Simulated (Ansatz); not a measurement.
A geometry of P away from equilibrium: step 2 of the relaxation of a relaxed P cell, doubled along one cell vector, shaken by Gaussian noise of σ = 0.08 Å a coordinate. Calculation: r2SCAN (plane waves to 500 eV, PAW, scalar-relativistic; Ansatz, an electronic-structure program). Γ-centred k-mesh 8×8×4 on the run's cell (coarser than for final values), Fermi–Dirac smearing 0.05 eV. The plane waves were selected for a different cell earlier on the path.

```
P
1.0
    1.63831     0.83730     5.67709
   -1.62235     0.84649     5.67098
    0.03186    -3.78799    11.41777
P
4
Direct
  0.12991   0.12901   0.06903
  0.13630   0.10982   0.56504
  0.86860   0.86726   0.43221
  0.88728   0.87069   0.93237
```

Problem. What forces act on the atoms (eV/Å)?

Solution. 
```tsv
atom	Fx	Fy	Fz
P1	0.25	0.70	0.36
P2	-0.36	-0.39	1.00
P3	0.34	-0.48	-0.17
P4	-0.23	0.17	-1.20
```

The path ends in C2/m (No. 12) at a tolerance of 0.01 Å, R-3m (No. 166) at 0.1 Å. No spin polarisation in the result. Without a van der Waals term the distances between weakly bound units are poorly fixed.

The end of the path is a generated cell of P: the first start was made by placing the elements on the sites of a structure type, and the end was not matched to a known phase here, so it may be hypothetical. Known forms of P include space group No. 64.
